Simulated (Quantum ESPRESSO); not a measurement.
## Ga7AlP8 (finding a planted mistake in a log)

Simulated, not a measurement. The program is pw.x of Quantum ESPRESSO 7.5 (plane-wave density functional theory). The cell is made up: 16 atoms on a doubled zincblende/diamond lattice, with randomly drawn elements, strain and displacements, not relaxed. PseudoDojo standard norm-conserving files (v0.5 for PBE, v0.4.1 for LDA and PBEsol) set the functional; there is no spin polarisation, spin-orbit coupling or dispersion term, and the masses in the input are unused placeholders.

Intended input:

```
&control calculation='scf', pseudo_dir='./dojo.nc.sr.pbe.v0_5.standard.upf', outdir='./o', disk_io='low', tprnfor=.true., tstress=.true. /
&system ibrav=0, nat=16, ntyp=3, nbnd=73, ecutwfc=79.96652505, nosym=.true., tot_charge=0,
 occupations='smearing', smearing='fd', degauss=0.0018374661
/
&electrons conv_thr=7.350e-09, electron_maxstep=60, /
ATOMIC_SPECIES
Al 1.0 Al.upf
Ga 1.0 Ga.upf
P 1.0 P.upf
CELL_PARAMETERS angstrom
5.466 0.0297 0.0684
0.0297 5.4491 0.0012
0.1368 0.0023 10.9749
ATOMIC_POSITIONS angstrom
Ga 0.0282 0.0566 -0.1
Ga 0.0445 2.7111 2.7424
Ga 2.8116 -0.0606 2.6724
Ga 2.7449 2.6159 0.0478
Ga 0.1006 0.0437 5.4902
Al 0.0182 2.748 8.0858
Ga 2.8352 -0.0153 8.274
Ga 2.9158 2.7366 5.4307
P 1.4137 1.233 1.2871
P 1.459 3.9517 4.2284
P 4.1554 1.3872 4.1028
P 4.0928 4.1134 1.3423
P 1.4438 1.4322 6.7881
P 1.5208 3.9723 9.5853
P 4.2406 1.3486 9.6593
P 4.206 4.2895 6.9147
K_POINTS automatic
4 4 2 1 1 1
```

The log is shortened where brackets say so; the opening notice, blank lines, dates and the lines on written files are dropped, and the path of the files is cut. It prints rydbergs, bohrs and kilobars, and counts compression as positive stress. Where no state is partly filled, the Fermi energy that it prints is only some level between the filled and the empty states on the mesh, and need not lie in the true gap.

Log of the intended run:

```
     Program PWSCF v.7.5
     Parallel version (MPI & OpenMP), running on       4 processor cores
     Number of MPI processes:                 4
     Threads/MPI process:                     1
     [start-up lines left out]
     bravais-lattice index     =            0
     lattice parameter (alat)  =      10.3302  a.u.
     unit-cell volume          =    2205.5198 (a.u.)^3
     number of atoms/cell      =           16
     number of atomic types    =            3
     number of electrons       =       134.00
     number of Kohn-Sham states=           73
     kinetic-energy cutoff     =      79.9665  Ry
     charge density cutoff     =     319.8661  Ry
     scf convergence threshold =      7.3E-09
     mixing beta               =       0.7000
     number of iterations used =            8  plain     mixing
     Exchange-correlation= PBE
                           (   1   4   3   4   0   0   0)
     [axes and pseudopotential details left out]
   Cartesian axes
     site n.     atom                  positions (alat units)
         1        Ga     tau(   1) = (   0.0051587   0.0103540  -0.0182932  )
         2        Ga     tau(   2) = (   0.0081405   0.4959473   0.5016730  )
         3        Ga     tau(   3) = (   0.5143319  -0.0110857   0.4888678  )
         4        Ga     tau(   4) = (   0.5021304   0.4785321   0.0087442  )
         5        Ga     tau(   5) = (   0.0184030   0.0079941   1.0043339  )
         6        Al     tau(   6) = (   0.0033294   0.5026975   1.4791525  )
         7        Ga     tau(   7) = (   0.5186491  -0.0027989   1.5135803  )
         8        Ga     tau(   8) = (   0.5333935   0.5006120   0.9934495  )
         9        P      tau(   9) = (   0.2586111   0.2255553   0.2354519  )
        10        P      tau(  10) = (   0.2668980   0.7228928   0.7735102  )
        11        P      tau(  11) = (   0.7601561   0.2537634   0.7505339  )
        12        P      tau(  12) = (   0.7487046   0.7524730   0.2455498  )
        13        P      tau(  13) = (   0.2641174   0.2619954   1.2417615  )
        14        P      tau(  14) = (   0.2782032   0.7266613   1.7534592  )
        15        P      tau(  15) = (   0.7757419   0.2467023   1.7669962  )
        16        P      tau(  16) = (   0.7694125   0.7846873   1.2649207  )
     number of k points=    16  Fermi-Dirac smearing, width (Ry)=  0.0018
                       cart. coord. in units 2pi/alat
        k(    1) = (   0.1227953   0.1247030   0.1229662), wk =   0.1250000
        k(    2) = (   0.1259121   0.1247408  -0.1261186), wk =   0.1250000
     [further k points left out]
     Dense  grid:   213091 G-vectors     FFT dimensions: (  60,  60, 120)
     Estimated max dynamical RAM per process >     520.91 MB
     Estimated total dynamical RAM >       1.88 GB
     Initial potential from superposition of free atoms
     starting charge     133.9777, renormalised to     134.0000
     Starting wfcs are   99 randomized atomic wfcs
     total cpu time spent up to now is        8.3 secs
     per-process dynamical memory:   363.1 Mb
     Self-consistent Calculation
     iteration #  1     ecut=    79.97 Ry     beta= 0.70
     Davidson diagonalization with overlap
     ethr =  1.00E-02,  avg # of iterations =  3.9
     Threshold (ethr) on eigenvalues was too large:
     Diagonalizing with lowered threshold
     Davidson diagonalization with overlap
     ethr =  4.60E-04,  avg # of iterations =  2.0
     total cpu time spent up to now is       39.6 secs
     total energy              =   -1186.33317028 Ry
     estimated scf accuracy    <       0.63270176 Ry
     iteration #  2     ecut=    79.97 Ry     beta= 0.70
     Davidson diagonalization with overlap
     ethr =  4.72E-04,  avg # of iterations =  5.3
     total cpu time spent up to now is       54.9 secs
     total energy              =   -1186.46074127 Ry
     estimated scf accuracy    <       0.17849925 Ry
     [iterations 3 to 11 left out]
     iteration # 12     ecut=    79.97 Ry     beta= 0.70
     Davidson diagonalization with overlap
     ethr =  6.69E-11,  avg # of iterations =  2.0
     total cpu time spent up to now is      208.8 secs
     total energy              =   -1186.50868378 Ry
     estimated scf accuracy    <       0.00000001 Ry
     iteration # 13     ecut=    79.97 Ry     beta= 0.70
     Davidson diagonalization with overlap
     ethr =  8.08E-12,  avg # of iterations =  4.0
     total cpu time spent up to now is      221.9 secs
     End of self-consistent calculation
     [lines on levels left out]
     the Fermi energy is     7.8643 ev
!    total energy              =   -1186.50868378 Ry
     estimated scf accuracy    <          2.7E-10 Ry
     smearing contrib. (-TS)   =      -0.00000000 Ry
     internal energy E=F+TS    =   -1186.50868378 Ry
     The total energy is F=E-TS. E is the sum of the following terms:
     one-electron contribution =    -590.19680451 Ry
     hartree contribution      =     394.94719846 Ry
     xc contribution           =    -328.43304535 Ry
     ewald contribution        =    -662.82603238 Ry
     convergence has been achieved in  13 iterations
     Forces acting on atoms (cartesian axes, Ry/au):
     atom    1 type  2   force =     0.00225222   -0.05374806    0.00161286
     atom    2 type  2   force =     0.01522816    0.00567127   -0.02857802
     atom    3 type  2   force =    -0.03761146    0.00980275    0.05367011
     atom    4 type  2   force =     0.00134148    0.03360237   -0.00932648
     atom    5 type  2   force =     0.00934835    0.00241524   -0.02627548
     atom    6 type  1   force =     0.01773318    0.00300218    0.03495793
     atom    7 type  2   force =    -0.04400105    0.03211945    0.02323179
     atom    8 type  2   force =     0.00155473    0.00818769    0.05419893
     atom    9 type  3   force =    -0.01892856    0.02958297    0.05096497
     atom   10 type  3   force =    -0.01838639    0.05780013   -0.05886570
     atom   11 type  3   force =     0.01233535   -0.04218412   -0.01118888
     atom   12 type  3   force =     0.05160781   -0.03497657   -0.01371447
     atom   13 type  3   force =     0.02680535   -0.01318134    0.02238913
     atom   14 type  3   force =    -0.01530515    0.00752107   -0.00820762
     atom   15 type  3   force =    -0.00545419    0.01823182   -0.04642783
     atom   16 type  3   force =     0.00148017   -0.06384684   -0.03844125
     Total force =     0.212984     Total SCF correction =     0.000049
     Computing stress (Cartesian axis) and pressure
          total   stress  (Ry/bohr**3)                   (kbar)     P=       25.81
   0.00019795  -0.00011790  -0.00014925           29.12      -17.34      -21.95
  -0.00011790   0.00017492   0.00002740          -17.34       25.73        4.03
  -0.00014925   0.00002740   0.00015346          -21.95        4.03       22.58
     init_run     :      7.22s CPU      8.23s WALL (       1 calls)
     electrons    :    197.33s CPU    213.62s WALL (       1 calls)
     forces       :      3.15s CPU      3.25s WALL (       1 calls)
     stress       :     10.78s CPU     11.11s WALL (       1 calls)
     [timing details left out]
     PWSCF        :   3m38.66s CPU   3m56.57s WALL
     JOB DONE.
```

A second run was made from an input with one planted mistake. Its log:

```
     Program PWSCF v.7.5
     Parallel version (MPI & OpenMP), running on       4 processor cores
     Number of MPI processes:                 4
     Threads/MPI process:                     1
     [start-up lines left out]
     bravais-lattice index     =            0
     lattice parameter (alat)  =      10.3302  a.u.
     unit-cell volume          =    2205.5198 (a.u.)^3
     number of atoms/cell      =           16
     number of atomic types    =            3
     number of electrons       =       134.00
     number of Kohn-Sham states=           73
     kinetic-energy cutoff     =      79.9665  Ry
     charge density cutoff     =     319.8661  Ry
     scf convergence threshold =      6.6E-02
     mixing beta               =       0.7000
     number of iterations used =            8  plain     mixing
     Exchange-correlation= PBE
                           (   1   4   3   4   0   0   0)
     [axes and pseudopotential details left out]
   Cartesian axes
     site n.     atom                  positions (alat units)
         1        Ga     tau(   1) = (   0.0051587   0.0103540  -0.0182932  )
         2        Ga     tau(   2) = (   0.0081405   0.4959473   0.5016730  )
         3        Ga     tau(   3) = (   0.5143319  -0.0110857   0.4888678  )
         4        Ga     tau(   4) = (   0.5021304   0.4785321   0.0087442  )
         5        Ga     tau(   5) = (   0.0184030   0.0079941   1.0043339  )
         6        Al     tau(   6) = (   0.0033294   0.5026975   1.4791525  )
         7        Ga     tau(   7) = (   0.5186491  -0.0027989   1.5135803  )
         8        Ga     tau(   8) = (   0.5333935   0.5006120   0.9934495  )
         9        P      tau(   9) = (   0.2586111   0.2255553   0.2354519  )
        10        P      tau(  10) = (   0.2668980   0.7228928   0.7735102  )
        11        P      tau(  11) = (   0.7601561   0.2537634   0.7505339  )
        12        P      tau(  12) = (   0.7487046   0.7524730   0.2455498  )
        13        P      tau(  13) = (   0.2641174   0.2619954   1.2417615  )
        14        P      tau(  14) = (   0.2782032   0.7266613   1.7534592  )
        15        P      tau(  15) = (   0.7757419   0.2467023   1.7669962  )
        16        P      tau(  16) = (   0.7694125   0.7846873   1.2649207  )
     number of k points=    16  Fermi-Dirac smearing, width (Ry)=  0.0018
                       cart. coord. in units 2pi/alat
        k(    1) = (   0.1227953   0.1247030   0.1229662), wk =   0.1250000
        k(    2) = (   0.1259121   0.1247408  -0.1261186), wk =   0.1250000
     [further k points left out]
     Dense  grid:   213091 G-vectors     FFT dimensions: (  60,  60, 120)
     Estimated max dynamical RAM per process >     520.91 MB
     Estimated total dynamical RAM >       1.88 GB
     Initial potential from superposition of free atoms
     starting charge     133.9777, renormalised to     134.0000
     Starting wfcs are   99 randomized atomic wfcs
     total cpu time spent up to now is        6.0 secs
     per-process dynamical memory:   363.1 Mb
     Self-consistent Calculation
     iteration #  1     ecut=    79.97 Ry     beta= 0.70
     Davidson diagonalization with overlap
     ethr =  1.00E-02,  avg # of iterations =  3.9
     Threshold (ethr) on eigenvalues was too large:
     Diagonalizing with lowered threshold
     Davidson diagonalization with overlap
     ethr =  4.60E-04,  avg # of iterations =  2.0
     total cpu time spent up to now is       28.6 secs
     total energy              =   -1186.33317028 Ry
     estimated scf accuracy    <       0.63270176 Ry
     iteration #  2     ecut=    79.97 Ry     beta= 0.70
     Davidson diagonalization with overlap
     ethr =  4.72E-04,  avg # of iterations =  5.3
     total cpu time spent up to now is       46.3 secs
     total energy              =   -1186.46074127 Ry
     estimated scf accuracy    <       0.17849925 Ry
     iteration #  3     ecut=    79.97 Ry     beta= 0.70
     Davidson diagonalization with overlap
     ethr =  1.33E-04,  avg # of iterations =  9.2
     total cpu time spent up to now is       59.8 secs
     total energy              =   -1186.47259192 Ry
     estimated scf accuracy    <       0.15405459 Ry
     iteration #  4     ecut=    79.97 Ry     beta= 0.70
     Davidson diagonalization with overlap
     ethr =  1.15E-04,  avg # of iterations =  8.2
     total cpu time spent up to now is       71.1 secs
     End of self-consistent calculation
     [lines on levels left out]
     the Fermi energy is     7.8513 ev
!    total energy              =   -1186.49546242 Ry
     estimated scf accuracy    <       0.01955703 Ry
     smearing contrib. (-TS)   =      -0.00000000 Ry
     internal energy E=F+TS    =   -1186.49546242 Ry
     The total energy is F=E-TS. E is the sum of the following terms:
     one-electron contribution =    -590.76620176 Ry
     hartree contribution      =     395.53546179 Ry
     xc contribution           =    -328.43869008 Ry
     ewald contribution        =    -662.82603238 Ry
     convergence has been achieved in   4 iterations
     Forces acting on atoms (cartesian axes, Ry/au):
     atom    1 type  2   force =     0.00419030   -0.04988201   -0.04638888
     atom    2 type  2   force =     0.01479229    0.00519667   -0.03385038
     atom    3 type  2   force =    -0.03723590    0.01163019    0.04230871
     atom    4 type  2   force =     0.00088688    0.02987284   -0.05809657
     atom    5 type  2   force =     0.01179589    0.00106016    0.02865607
     atom    6 type  1   force =     0.01841338    0.00316784    0.03739710
     atom    7 type  2   force =    -0.04274311    0.02994902    0.03056525
     atom    8 type  2   force =    -0.00782075    0.00778838    0.09460862
     atom    9 type  3   force =    -0.01734376    0.02972369    0.04835894
     atom   10 type  3   force =    -0.01740898    0.05663890   -0.05438461
     atom   11 type  3   force =     0.01181869   -0.04142874   -0.00818198
     atom   12 type  3   force =     0.05154790   -0.03441829   -0.01560835
     atom   13 type  3   force =     0.02638366   -0.01169846    0.02528622
     atom   14 type  3   force =    -0.01483509    0.00770989   -0.00855150
     atom   15 type  3   force =    -0.00434557    0.01855948   -0.04677305
     atom   16 type  3   force =     0.00190416   -0.06386955   -0.03534559
     Total force =     0.234046     Total SCF correction =     0.763112
     SCF correction compared to forces is large: reduce conv_thr to get better values
     Computing stress (Cartesian axis) and pressure
          total   stress  (Ry/bohr**3)                   (kbar)     P=       30.69
   0.00022881  -0.00011411  -0.00014965           33.66      -16.79      -22.01
  -0.00011411   0.00020785   0.00002631          -16.79       30.58        3.87
  -0.00014965   0.00002631   0.00018931          -22.01        3.87       27.85
     init_run     :      4.91s CPU      5.17s WALL (       1 calls)
     electrons    :     62.49s CPU     65.14s WALL (       1 calls)
     forces       :      2.49s CPU      2.61s WALL (       1 calls)
     stress       :      7.81s CPU      8.17s WALL (       1 calls)
     [timing details left out]
     PWSCF        :   1m18.63s CPU   1m22.12s WALL
     JOB DONE.
```

Question: what was wrong in the second input?

Answer: the self-consistency threshold is too loose. The input lines that differ, file-writing options aside:

```
- &electrons conv_thr=7.350e-09, electron_maxstep=60, /
+ &electrons conv_thr=6.615e-02, electron_maxstep=60, /
```

|  | intended run | run with the mistake |
| --- | --- | --- |
| free energy (eV) | -16143.273 | -16143.093 |
| smearing term -TS (eV) | 0.0000 | 0.0000 |
| pressure (GPa) | 2.58 | 3.07 |
| largest force component (eV/Å) | 1.642 | 2.432 |
| largest change of a force component (eV/Å) |  | 1.412 |
| iterations | 13 | 4 |

For scale, a rerun of the intended cell at a cutoff of 1377 eV and k mesh 6 x 6 x 4 moved values by no more than 0.019 eV in energy, 0.03 GPa in stress and 0.002 eV/Å in force.